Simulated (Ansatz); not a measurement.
Ansatz (an electronic-structure program) input:

Ansatz 0.2 input:
```yaml
crystal:
  lattice:
    - [0.0, 3.187886765, 3.187886765]
    - [3.187886765, 0.0, 3.187886765]
    - [3.187886765, 3.187886765, 0.0]
  atoms:
    - { symbol: Sn, position: [0.0, 0.0, 0.0] }
    - { symbol: Te, position: [0.5, 0.5, 0.5] }
kpoints:
  mp_grid: { grid: [8, 8, 8] }
hamiltonian:
  xc: r2scan
  pseudopotentials: { azcp: { folder: ./paw }, kind: paw }
scf:
  occupations: { method: fixed }
checkpoint: { read: static.run }
output: { write_density: true, elf: true, volumetric_format: npy }
basis: { fft_grid_basis: typed }
```

Output (shortened):

```
Pseudopotential: Sn, paw, valence charge 14
Pseudopotential: Te, paw, valence charge 16
Functional definition: r2SCAN
Crystal: 2 atoms, lattice volume = 64.795 Å³
Basis set: ecut = 500 eV, 1639 PW (Γ), exchange–correlation on 144×144×144 points (64 copies of the dense FFT grid, shifted against one another)
Bands: 19, of which v1, the nominal top of the filled ones, is band 15 counted from 1 (14 counted from 0)
Symmetry: 48 space group operations
Space group: Fm-3m (ITA 225), of the structure as read, at distance tolerance 4.0e-5 Å
k-points: 29 of 512
Stability of the state it starts from, as read at its close in the unpolarized treatment …
iter 1 solved again at ethr=1.88e-7 eV; its pass at ethr=3.10e-3 eV (dr2=5.65e-5 eV) is discarded
SCF iter   1: F=—  HF=-13034.130111 eV  |F-HF|=—  |Δ(HF+E_count)|=         —  Δρ=1.31e-6  dr2=5.41e-10  dr2_τ=6.68e-11  ethr=1.88e-7  ⟨swp⟩=3.0  Hψ=3970  notcnv=0  defer=52
preconditioner: auto → none
SCF iter   2: F=-13034.130111 eV  HF=-13034.130111 eV  |F-HF|=5.86e-10  |Δ(HF+E_count)|=   1.07e-7  Δρ=9.81e-7  dr2=3.81e-10  dr2_τ=7.27e-11  ethr=1.80e-12  ⟨swp⟩=10.9  Hψ=3579  notcnv=0
SCF 1 converged in 2 iterations: F = -13034.130111 eV  dr2 = 3.81e-10
SCF converged after 2 iterations
Free energy (F): -13034.130111 eV
Harris-Foulkes:  -13034.130111 eV  (|F-HF|=5.86e-10)
Internal energy: -13034.130111 eV  (E = F + TS)
E sigma→0 (E₀):  -13034.130111 eV
Fermi energy:    9.235541 eV
--- Per-component energies (eV) ---
  E_band       = -387.566662
  E_kinetic    = 336.638326
  E_local      = -2733.939894  (includes V_loc(G=0)·N_el)
  E_nonlocal   = 210.767593
  E_hartree    = 1360.135739
  E_xc         = -227.804105
  E_vxc        = -192.611055  (∫ρ·V_xc dr)
  E_paw        = -9089.445806  (= ΣΔE_a)
  E_vpaw       = -740.668154  (= ΣTr[D̂ρ^β])
  E_aug_tail   = 0.000112  (compensation charges beyond the density's cutoff)
  E_vtau       = 11.976118  (kinetic-family band-sum trace: ∫τ·v_τ [+ j·A + Jᵃ·Aᵃ] dr)
  E_ewald      = -2891.502271
  E_core_change = 1.020195  (= ΣΔE_core)
  E_smearing   =  0.000000  (= −TS)
  E_closure    =  0.000000  (closes the sum)
  Σ components = -13034.130111   (vs F -13034.130111, Δ=0.00e0)
  [band-id]    e_kinetic+e_local+e_nonlocal+2·e_hartree+e_vxc+e_vpaw+e_augmentation_tail+e_vtau = -387.565475   (vs E_band -387.566662, Δ=1.19e-3)
--- Band table (eV; the first three rows and the last of 29) ---
  k-point 0: bands = ["-28.7616", "-28.7616", "-28.7559", "-28.7559", "-28.7559", "-13.5558", "-13.5558", "-13.5529", "-13.5529", "-13.5529", "-3.9957", "4.3584", "6.8477", "6.8477", "6.8477", "12.5923", "12.5923", "12.5923", "14.2912"]
  k-point 1: bands = ["-28.7616", "-28.7616", "-28.7559", "-28.7558", "-28.7558", "-13.5566", "-13.5566", "-13.5527", "-13.5522", "-13.5522", "-3.8638", "3.6141", "6.8755", "6.8755", "7.3967", "11.9105", "11.9105", "11.9833", "14.2303"]
  k-point 2: bands = ["-28.7615", "-28.7615", "-28.7558", "-28.7556", "-28.7556", "-13.5587", "-13.5587", "-13.5522", "-13.5499", "-13.5499", "-3.4936", "2.3026", "6.9691", "6.9691", "8.1702", "10.7942", "10.7942", "10.9339", "14.6551"]
  k-point 28: bands = ["-28.7618", "-28.7612", "-28.7555", "-28.7555", "-28.7547", "-13.5680", "-13.5568", "-13.5500", "-13.5500", "-13.5435", "-2.3415", "1.5920", "4.2475", "4.2475", "8.2105", "10.0792", "14.0533", "14.0533", "15.4161"]
```

Cost: very roughly 4 core-seconds on shared cores.

The cell was relaxed with r²SCAN under the symmetry of its start. At this level the phase is dynamically unstable (imaginary phonons). Spin–orbit coupling is left out wherever it is not named.

Potentials: the earlier of the program's two PAW sets.

Ansatz is a plane-wave DFT program.
